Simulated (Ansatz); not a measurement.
Ansatz input file:

```yaml
crystal:
  lattice:
    - [4.525297939, 0.0, 0.0]
    - [-2.2626489695, 3.9190229748, 0.0]
    - [0.0, 0.0, 4.7214]
  atoms:
    - { symbol: Sr, position: [0.0, 0.0, 0.0] }
    - { symbol: Al, position: [0.3333333333, 0.6666666667, 0.4589] }
    - { symbol: Al, position: [0.6666666667, 0.3333333333, 0.5411] }
    - { symbol: H, position: [0.3333333333, 0.6666666667, 0.0976] }
    - { symbol: H, position: [0.6666666667, 0.3333333333, 0.9024] }
basis:
  ecutwfc: 500
kpoints:
  mp_grid: { grid: [9, 9, 8] }
hamiltonian:
  xc: r2scan
scf:
  occupations: { method: gaussian, width: 0.1 }
output:
  forces: true
  stress: true
  eigenvalues: true
relax:
  adjacent_minimum: "off"
  f_tol: 0.005
  max_steps: 80
  cell: { stress_tol: 0.05 }
```

Run as
```bash
ansatz run input.yaml --threads 1 --pin off --max-ram 2560MiB --backend cpu --events-out ev --progress --plain --runs-dir out
```

Computed with DFT r2SCAN, scalar-relativistic, plane waves, PAW (Ansatz 0.2.0).

Abridged output:

```
Pseudopotentials: kind: paw
Pseudopotential: Sr, paw, valence charge 10, recommended cutoff 500 eV (meta_gga)
Pseudopotential: Al, paw, valence charge 3, recommended cutoff 500 eV (meta_gga)
Pseudopotential: H, paw, valence charge 1, recommended cutoff 500 eV (meta_gga)
Functional definition: r2SCAN
Crystal: 5 atoms, lattice volume = 83.733 Å³
Basis set: ecut = 500 eV, 2111 PW (Γ), exchange–correlation on 144×144×144 points (64 copies of the dense FFT grid, shifted against one another)
Bands: 14, of which v1, the nominal top of the filled ones, is band 9 counted from 1 (8 counted from 0)
Symmetry: 12 space group operations
Space group: P-3m1 (ITA 164), of the structure as read, at distance tolerance 4.4e-5 Å
k-points: 81 of 648
Initial density: superposition of atomic densities (neutral atoms: chi_scale 0, normalization atom), corrected by the library's trained network
Initial wavefunctions: pseudopotential atomic-orbital guess
Functional: x = r2scan, c = r2scan; τ floored in thin density (d = 2e-4 eV/Å³)
SCF iter   1: F=—  HF=-4669.644719 eV  |F-HF|=—  |Δ(HF+E_count)|=         —  Δρ=3.33e-3  dr2=1.36e-2  dr2_τ=1.80e-2  ethr=1.77e-3  ⟨swp⟩=7.7  Hψ=8974  notcnv=0
SCF iter   2: F=—  HF=-4669.694038 eV  |F-HF|=—  |Δ(HF+E_count)|=   4.93e-2  Δρ=2.46e-3  dr2=6.68e-3  dr2_τ=1.36e-4  ethr=7.53e-5  ⟨swp⟩=2.0  Hψ=2762  notcnv=0  defer=73
SCF iter   3: F=—  HF=-4669.693520 eV  |F-HF|=—  |Δ(HF+E_count)|=   5.17e-4  Δρ=7.49e-4  dr2=3.58e-4  dr2_τ=5.69e-5  ethr=3.71e-5  ⟨swp⟩=2.9  Hψ=1778  notcnv=0  defer=73
SCF iter   4: F=—  HF=-4669.693649 eV  |F-HF|=—  |Δ(HF+E_count)|=   1.29e-4  Δρ=2.38e-4  dr2=4.82e-5  dr2_τ=1.02e-6  ethr=1.99e-6  ⟨swp⟩=2.4  Hψ=1533  notcnv=0  defer=73
SCF iter   5: F=—  HF=-4669.693661 eV  |F-HF|=—  |Δ(HF+E_count)|=   1.20e-5  Δρ=3.84e-5  dr2=1.59e-6  dr2_τ=1.21e-7  ethr=2.68e-7  ⟨swp⟩=2.1  Hψ=1444  notcnv=0  defer=73
SCF iter   6: F=—  HF=-4669.693662 eV  |F-HF|=—  |Δ(HF+E_count)|=   4.61e-7  Δρ=1.14e-5  dr2=1.24e-7  dr2_τ=3.08e-9  ethr=8.85e-9  ⟨swp⟩=2.0  Hψ=1672  notcnv=0  defer=73
SCF iter   7: F=-4669.693662 eV  HF=-4669.693662 eV  |F-HF|=4.54e-9  |Δ(HF+E_count)|=   6.96e-8  Δρ=4.45e-6  dr2=1.56e-8  dr2_τ=1.63e-9  ethr=5.56e-10  ⟨swp⟩=10.7  Hψ=6797  notcnv=0
SCF 1 converged in 7 iterations: F = -4669.693662 eV  dr2 = 1.56e-8
relax step   1: F+E_penalty+E_count = -4669.69366173 eV  Δ(F+E_penalty+E_count) = +0.000e0 eV  max|allowed force component| = 7.055e-2 eV/Å  Δτ_max = 0.0000 Å  P = +0.089 GPa  Ω = 83.733 Å³  (7 SCF iters, dr2 threshold 1.00e-7 eV, accepted)
Crystal: 5 atoms, lattice volume = 84.907 Å³
Basis set: ecut = 500 eV, 2135 PW (Γ), exchange–correlation on 144×144×144 points (64 copies of the dense FFT grid, shifted against one another)
Initial density: handed on by an earlier stage of this run
Initial wavefunctions: those handed on with the density
SCF iter   1: F=—  HF=-4669.690958 eV  |F-HF|=—  |Δ(HF+E_count)|=         —  Δρ=2.59e-3  dr2=4.92e-3  dr2_τ=1.52e-3  ethr=2.77e-5  ⟨swp⟩=2.1  Hψ=8686  notcnv=0
SCF iter   2: F=—  HF=-4669.694002 eV  |F-HF|=—  |Δ(HF+E_count)|=   3.04e-3  Δρ=1.45e-3  dr2=1.49e-3  dr2_τ=1.69e-5  ethr=2.73e-5  ⟨swp⟩=2.5  Hψ=1758  notcnv=0
SCF iter   3: F=—  HF=-4669.693788 eV  |F-HF|=—  |Δ(HF+E_count)|=   2.14e-4  Δρ=1.20e-4  dr2=9.82e-6  dr2_τ=1.91e-6  ethr=8.30e-6  ⟨swp⟩=2.2  Hψ=1452  notcnv=0
SCF iter   4: F=—  HF=-4669.693801 eV  |F-HF|=—  |Δ(HF+E_count)|=   1.26e-5  Δρ=3.94e-5  dr2=1.23e-6  dr2_τ=6.95e-8  ethr=5.46e-8  ⟨swp⟩=2.4  Hψ=1790  notcnv=0
SCF iter   5: F=-4669.693802 eV  HF=-4669.693802 eV  |F-HF|=2.29e-8  |Δ(HF+E_count)|=   9.03e-7  Δρ=6.16e-6  dr2=2.47e-8  dr2_τ=2.60e-9  ethr=1.73e-9  ⟨swp⟩=7.1  Hψ=6537  notcnv=0
SCF 2 converged in 5 iterations: F = -4669.693802 eV  dr2 = 2.47e-8
relax step   2: F+E_penalty+E_count = -4669.69380191 eV  Δ(F+E_penalty+E_count) = -1.402e-4 eV  max|allowed force component| = 7.445e-2 eV/Å  Δτ_max = 0.0420 Å  P = -0.224 GPa  Ω = 84.907 Å³  energy of the carried Pulay correction = -1.356e-4 eV  (5 SCF iters, dr2 threshold 3.11e-7 eV, accepted)
Crystal: 5 atoms, lattice volume = 84.394 Å³
SCF iter   1: F=—  HF=-4669.695260 eV  |F-HF|=—  |Δ(HF+E_count)|=         —  Δρ=1.17e-3  dr2=9.55e-4  dr2_τ=2.38e-4  ethr=5.23e-6  ⟨swp⟩=2.2  Hψ=8341  notcnv=0
SCF iter   2: F=—  HF=-4669.695563 eV  |F-HF|=—  |Δ(HF+E_count)|=   3.03e-4  Δρ=6.60e-4  dr2=3.03e-4  dr2_τ=3.63e-6  ethr=5.23e-6  ⟨swp⟩=2.8  Hψ=1765  notcnv=0
SCF iter   3: F=—  HF=-4669.695520 eV  |F-HF|=—  |Δ(HF+E_count)|=   4.33e-5  Δρ=5.03e-5  dr2=1.73e-6  dr2_τ=2.96e-7  ethr=1.68e-6  ⟨swp⟩=2.2  Hψ=1413  notcnv=0
SCF iter   4: F=-4669.695522 eV  HF=-4669.695521 eV  |F-HF|=5.39e-8  |Δ(HF+E_count)|=   1.69e-6  Δρ=1.40e-5  dr2=1.86e-7  dr2_τ=1.10e-8  ethr=1.92e-9  ⟨swp⟩=7.7  Hψ=6848  notcnv=0
SCF 3 converged in 4 iterations: F = -4669.695522 eV  dr2 = 1.86e-7
relax step   3: F+E_penalty+E_count = -4669.69552152 eV  Δ(F+E_penalty+E_count) = -1.720e-3 eV  max|allowed force component| = 2.695e-2 eV/Å  Δτ_max = 0.0184 Å  P = -0.047 GPa  Ω = 84.394 Å³  energy of the carried Pulay correction = -7.658e-5 eV  (4 SCF iters, dr2 threshold 3.46e-7 eV, accepted)
Crystal: 5 atoms, lattice volume = 84.385 Å³
SCF iter   1: F=—  HF=-4669.695582 eV  |F-HF|=—  |Δ(HF+E_count)|=         —  Δρ=7.69e-5  dr2=5.58e-6  dr2_τ=3.08e-6  ethr=4.56e-8  ⟨swp⟩=3.5  Hψ=8732  notcnv=0
SCF iter   2: F=—  HF=-4669.695589 eV  |F-HF|=—  |Δ(HF+E_count)|=   7.07e-6  Δρ=4.45e-5  dr2=1.79e-6  dr2_τ=1.93e-8  ethr=3.10e-8  ⟨swp⟩=2.5  Hψ=1751  notcnv=0
SCF iter   3: F=-4669.695590 eV  HF=-4669.695589 eV  |F-HF|=2.19e-8  |Δ(HF+E_count)|=   1.12e-7  Δρ=5.09e-6  dr2=2.90e-8  dr2_τ=1.26e-9  ethr=2.52e-10  ⟨swp⟩=5.5  Hψ=6057  notcnv=0
SCF 4 converged in 3 iterations: F = -4669.695590 eV  dr2 = 2.90e-8
relax step   4: F+E_penalty+E_count = -4669.69558950 eV  Δ(F+E_penalty+E_count) = -6.799e-5 eV  max|allowed force component| = 1.186e-2 eV/Å  Δτ_max = 0.0016 Å  P = -0.016 GPa  Ω = 84.385 Å³  energy of the carried Pulay correction = -7.558e-5 eV  (3 SCF iters, dr2 threshold 4.54e-8 eV, accepted)
Crystal: 5 atoms, lattice volume = 84.389 Å³
SCF iter   1: F=—  HF=-4669.695604 eV  |F-HF|=—  |Δ(HF+E_count)|=         —  Δρ=7.93e-5  dr2=4.99e-6  dr2_τ=6.40e-7  ethr=2.94e-8  ⟨swp⟩=2.0  Hψ=8100  notcnv=0
SCF iter   2: F=—  HF=-4669.695604 eV  |F-HF|=—  |Δ(HF+E_count)|=   1.43e-7  Δρ=4.45e-5  dr2=1.53e-6  dr2_τ=1.38e-8  ethr=2.77e-8  ⟨swp⟩=2.2  Hψ=1529  notcnv=0
SCF iter   3: F=—  HF=-4669.695604 eV  |F-HF|=—  |Δ(HF+E_count)|=   9.93e-8  Δρ=4.04e-6  dr2=1.67e-8  dr2_τ=1.84e-10  ethr=8.49e-9  ⟨swp⟩=2.4  Hψ=1524  notcnv=0
SCF iter   4: F=-4669.695604 eV  HF=-4669.695604 eV  |F-HF|=4.37e-10  |Δ(HF+E_count)|=   1.26e-8  Δρ=9.80e-7  dr2=9.68e-10  dr2_τ=4.05e-11  ethr=4.88e-11  ⟨swp⟩=5.2  Hψ=4230  notcnv=0
SCF 5 converged in 4 iterations: F = -4669.695604 eV  dr2 = 9.68e-10
relax step   5: F+E_penalty+E_count = -4669.69560416 eV  Δ(F+E_penalty+E_count) = -1.465e-5 eV  max|allowed force component| = 6.501e-4 eV/Å  Δτ_max = 0.0010 Å  P = +0.002 GPa  Ω = 84.389 Å³  energy of the carried Pulay correction = -7.606e-5 eV  (4 SCF iters, dr2 threshold 8.79e-9 eV, accepted)
Initial wavefunctions: pseudopotential atomic-orbital guess (no wavefunctions were taken with the density)
SCF iter   1: F=—  HF=-4669.695669 eV  |F-HF|=—  |Δ(HF+E_count)|=         —  Δρ=2.75e-5  dr2=2.47e-8  dr2_τ=8.21e-8  ethr=6.41e-7  ⟨swp⟩=3.4  Hψ=12402  notcnv=0
SCF iter   2: F=—  HF=-4669.695675 eV  |F-HF|=—  |Δ(HF+E_count)|=   6.34e-6  Δρ=1.40e-5  dr2=6.54e-9  dr2_τ=4.21e-8  ethr=1.37e-10  ⟨swp⟩=3.7  Hψ=2555  notcnv=0
SCF iter   3: F=—  HF=-4669.695677 eV  |F-HF|=—  |Δ(HF+E_count)|=   1.81e-6  Δρ=2.19e-6  dr2=2.51e-10  dr2_τ=1.16e-9  ethr=3.63e-11  ⟨swp⟩=2.0  Hψ=1862  notcnv=0
SCF iter   4: F=-4669.695677 eV  HF=-4669.695677 eV  |F-HF|=1.22e-10  |Δ(HF+E_count)|=   4.24e-8  Δρ=2.70e-7  dr2=3.91e-11  dr2_τ=8.99e-12  ethr=1.00e-12  ⟨swp⟩=7.8  Hψ=6626  notcnv=0
SCF 6 converged in 4 iterations: F = -4669.695677 eV  dr2 = 3.91e-11
SCF converged after 4 iterations
Free energy (F): -4669.695677 eV
Harris-Foulkes:  -4669.695677 eV  (|F-HF|=1.22e-10)
Internal energy: -4669.694851 eV  (E = F + TS)
E sigma→0 (E₀):  -4669.695264 eV
Entropy (-TS):   -0.000826 eV (-0.165 meV/atom)
Fermi energy:    6.420770 eV
--- Per-component energies (eV) ---
  E_band       = -113.675416
  E_kinetic    = 317.109460
  E_local      = -733.194622  (includes V_loc(G=0)·N_el)
  E_nonlocal   = 224.125530
  E_hartree    = 189.502692
  E_xc         = -254.247448
  E_vxc        = -263.154843  (∫ρ·V_xc dr)
  E_paw        = -3663.392275  (= ΣΔE_a)
  E_vpaw       = -50.156501  (= ΣTr[D̂ρ^β])
  E_aug_tail   = -0.000852  (compensation charges beyond the density's cutoff)
  E_vtau       = 12.591007  (kinetic-family band-sum trace: ∫τ·v_τ [+ j·A + Jᵃ·Aᵃ] dr)
  E_ewald      = -749.331082
  E_core_change = -0.266253  (= ΣΔE_core)
  E_smearing   = -0.000826  (= −TS)
--- Forces (eV/Å), atoms counted from 1 ---
  atom   1  Sr     0.00000000     0.00000000     0.00000000
  atom   2  Al     0.00000000     0.00000000    -0.00065050
  atom   3  Al     0.00000000     0.00000000     0.00065050
  atom   4  H      0.00000000     0.00000000     0.00056767
  atom   5  H      0.00000000     0.00000000    -0.00056767
--- Stress (GPa, compression-positive) ---
        0.005656       0.000000       0.000000
        0.000000       0.005656       0.000000
        0.000000       0.000000      -0.002807
  P = ⅓ Tr σ = 0.0028 GPa (0.028 kbar)
--- Band table (eV; the first three rows and the last of 81) ---
  k-point 0: bands = ["-30.8103", "-12.2238", "-12.1683", "-12.1683", "-2.8083", "1.6930", "2.7840", "5.8778", "5.8778", "6.8763", "9.2593", "9.2593", "10.5042", "10.5042"]
  k-point 1: bands = ["-30.8102", "-12.2320", "-12.1677", "-12.1677", "-2.7008", "1.2841", "3.0117", "5.9608", "5.9608", "7.0974", "8.8357", "8.8357", "10.5133", "10.5362"]
  k-point 2: bands = ["-30.8097", "-12.2518", "-12.1662", "-12.1662", "-2.3880", "0.5064", "3.3293", "6.1993", "6.1993", "7.6315", "8.2733", "8.2733", "9.6257", "9.6257"]
  k-point 80: bands = ["-30.8029", "-12.2529", "-12.2529", "-12.2448", "-0.0533", "-0.0533", "2.3235", "2.3235", "4.0089", "8.1787", "10.9011", "10.9011", "11.3890", "11.5368"]
--- Relaxed structure (5 steps of the walk, 5 accepted, 1 SCFs on fresh bases) ---
  F+E_penalty+E_count = -4669.69567710 eV   max|allowed force component| = 6.505e-4 eV/Å   (the final SCF, on the basis selected at the relaxed cell)
  cell:  # Å, volume = 84.3893 Å³
    - [4.52117183, 0.0, 0.0]
    - [-2.26058591, 3.91544966, 0.0]
    - [0.0, 0.0, 4.76710398]
  atoms:
    - { symbol: Sr, position: [0.0, 0.0, 0.0] }
    - { symbol: Al, position: [0.33333333, 0.66666666, 0.45921657] }
    - { symbol: Al, position: [0.66666666, 0.33333333, 0.54078342] }
    - { symbol: H, position: [0.33333333, 0.66666666, 0.10292427] }
    - { symbol: H, position: [0.66666666, 0.33333333, 0.89707572] }
```

The relaxation met its thresholds.

The run took 94 s on 1 thread of Intel(R) Xeon(R) Platinum 8259CL CPU @ 2.50GHz (Skylake/Cascade Lake), on a shared host, peak memory 0.73 GiB.